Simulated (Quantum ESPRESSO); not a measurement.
Band energies of Li3As

```xyz
8
Lattice="4.3415 0.0000 0.0000 -2.1707 3.7598 0.0000 0.0000 0.0000 7.7456" Properties=species:S:1:pos:R:3 pbc="T T T"
Li     0.0000     0.0000     1.9364
Li     0.0000     0.0000     5.8092
Li     0.0000     2.5065     4.5329
Li     2.1707     1.2533     3.2127
Li     2.1707     1.2533     0.6601
Li     0.0000     2.5065     7.0855
As     0.0000     2.5065     1.9364
As     2.1707     1.2533     5.8092
```

LDA (pw.x of Quantum ESPRESSO, ONCV potentials, without SOC); path ΓMKΓALHA,LM,KH; energies in eV from the valence-band maximum.

| k (1/Å) | point | band 20 | band 21 | band 22 | band 23 | band 24 | band 25 | band 26 | band 27 |
|---|---|---|---|---|---|---|---|---|---|
| 0.00 | Γ | -0.57 | -0.44 | -0.44 | 0.00 | 0.00 | 1.78 | 3.54 | 3.65 |
| 0.42 |  | -2.14 | -1.58 | -1.27 | -0.72 | -0.47 | 2.36 | 3.06 | 3.54 |
| 0.84 | M | -2.57 | -1.92 | -1.77 | -1.53 | -0.88 | 1.95 | 2.47 | 3.72 |
| 1.08 |  | -2.58 | -2.21 | -1.81 | -1.45 | -1.23 | 1.18 | 3.39 | 4.40 |
| 1.32 | K | -2.67 | -2.67 | -1.51 | -1.51 | -1.51 | 0.59 | 4.81 | 4.81 |
| 1.51 |  | -2.69 | -2.29 | -1.98 | -1.36 | -1.19 | 0.97 | 3.94 | 4.70 |
| 2.09 |  | -0.94 | -0.83 | -0.59 | -0.46 | -0.13 | 2.12 | 3.45 | 3.65 |
| 2.28 | Γ | -0.57 | -0.44 | -0.44 | 0.00 | 0.00 | 1.78 | 3.54 | 3.65 |
| 2.69 | A | -2.35 | -0.22 | -0.22 | -0.22 | -0.22 | 3.12 | 3.12 | 3.66 |
| 3.02 |  | -2.27 | -1.29 | -1.29 | -0.74 | -0.74 | 2.88 | 2.88 | 4.22 |
| 3.52 | L | -3.06 | -1.39 | -1.39 | -1.37 | -1.37 | 1.68 | 1.68 | 4.20 |
| 3.85 |  | -2.90 | -2.11 | -2.11 | -1.29 | -1.29 | 2.32 | 2.32 | 3.83 |
| 4.01 | H | -2.80 | -2.37 | -2.37 | -1.25 | -1.25 | 2.46 | 2.46 | 3.56 |
| 4.28 |  | -2.75 | -1.89 | -1.89 | -1.39 | -1.39 | 2.55 | 2.55 | 3.94 |
| 4.70 |  | -2.28 | -1.04 | -1.04 | -0.65 | -0.65 | 3.28 | 3.28 | 3.66 |
| 4.97 | A | -2.35 | -0.22 | -0.22 | -0.22 | -0.22 | 3.12 | 3.12 | 3.66 |
| 4.97 | L | -3.06 | -1.39 | -1.39 | -1.37 | -1.37 | 1.68 | 1.68 | 4.20 |
| 5.38 | M | -2.57 | -1.92 | -1.77 | -1.53 | -0.88 | 1.95 | 2.47 | 3.72 |
| 5.38 | K | -2.67 | -2.67 | -1.51 | -1.51 | -1.51 | 0.59 | 4.81 | 4.81 |
| 5.78 | H | -2.80 | -2.37 | -2.37 | -1.25 | -1.25 | 2.46 | 2.46 | 3.56 |

The LDA gap is indirect, 0.59 eV, from Γ to K; the smallest direct gap is 1.78 eV.

Spin-orbit splittings are left out.

Geometry of the Materials Project entry, not relaxed at this level.
